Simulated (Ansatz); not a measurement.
Co₃W (Cu3Au type, Pm-3m) at seven volumes, r²SCAN in the plane-wave PAW code Ansatz, scaled uniformly. One row is withheld.

| V (Å³/atom) | P (GPa) |
|---|---|
| 10.305 | 34.58 |
| 10.644 | 21.06 |
| 10.984 | 9.64 |
| 11.324 | 0.00 |
| 11.664 | -8.13 |
| 12.003 | ? |
| 12.343 | -20.69 |

Fit the shown pressures and predict the withheld one.

Third-order Birch–Murnaghan: P = (3/2)B₀(x^(7/2) − x^(5/2))[1 + (3/4)(B′ − 4)(x − 1)] with x = (V₀/V)^(2/3). Least squares on the six rows gives V₀ = 11.324 Å³/atom, B₀ = 293.9 GPa, B′ = 4.69. At V = 12.003, x = 0.9619 and P = -14.93 GPa. The run itself gave -14.96 GPa.

The workflow started from a Materials Project entry (that database holds measured and hypothetical structures alike); the Crystallography Open Database copy checked does not list it. COD files the formula under space group No. 194. Its standing as an ambient phase is unchecked. The cell was relaxed with r²SCAN under the symmetry of its start, as lowered by the spin order; whether a distortion lowers the energy is not shown. Spin order of the final state: ferrimagnetic, the only order run, not a proven ground state. Other orbital occupations within this spin state were not tried. Spin–orbit coupling is left out wherever it is not named.

Potentials: the later of the program's two PAW sets.
